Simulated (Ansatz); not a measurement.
Method: DFT PBE, scalar-relativistic, plane waves, PAW in Ansatz. Settings: cutoff 420 eV, Γ-centred meshes spaced at most about 0.3 Å⁻¹, and about 0.25 Å⁻¹ or finer for metals (2π included), Gaussian smearing. No spin polarisation in the final relaxations.

All energies are static (0 K, no zero-point motion).

Two relaxed structures of CaCu3C2:

1.

```
CELL_PARAMETERS angstrom
2.87011 0.00000 0.00000
0.00000 2.87011 0.00000
0.00000 0.00000 9.27607
ATOMIC_POSITIONS crystal
Ca 0.50000 0.50000 0.50000
Cu 0.00000 0.00000 0.00000
Cu 0.00000 0.00000 0.74444
Cu 0.00000 0.00000 0.25556
C 0.50000 0.50000 0.79722
C 0.50000 0.50000 0.20278
```

2.

```
CELL_PARAMETERS angstrom
-2.65910 2.65910 3.54803
2.65910 -2.65910 3.54803
2.65910 2.65910 -3.54803
ATOMIC_POSITIONS crystal
Ca 0.00000 0.00000 0.00000
Cu 0.50000 0.00000 0.50000
Cu 0.00000 0.50000 0.50000
Cu 0.50000 0.50000 0.00000
C 0.75000 0.25000 0.50000
C 0.25000 0.75000 0.50000
```

Question: Which is lower in energy, and by how much?

Answer: Cell 2 is lower, by 130 meV/atom. Cell 1 has space group P4/mmm (No. 123), 12.7 Å³/atom and no gap on its mesh; cell 2 has space group I4/mmm (No. 139), 16.7 Å³/atom and no gap. Counting C atoms around Ca and Cu (those within 1.25 times the shortest such distance or 1.15 times the sum of covalent radii; the shortest distance is added where it is long for a bond; a slash parts the counts of unlike sites), cell 1 has Ca 2, Cu 4/8 from 2.8 Å and cell 2 has Ca 8 from 3.2 Å, Cu 2/8 from 3.2 Å. The lower one is the more open, so pressure narrows the difference. Even the lower one lies +1.13 eV/atom against the reference forms of the elements (uncorrected), so neither is stable at this level. Both come from invented guesses. A third cell relaxed alike, in P6/mmm, lies 0.40 eV/atom below the lower of the two.

A magnetic state wasn't ruled out in cells without spin, among them P4/mmm, I4/mmm. Cells relaxed within their symmetry can be saddle points.
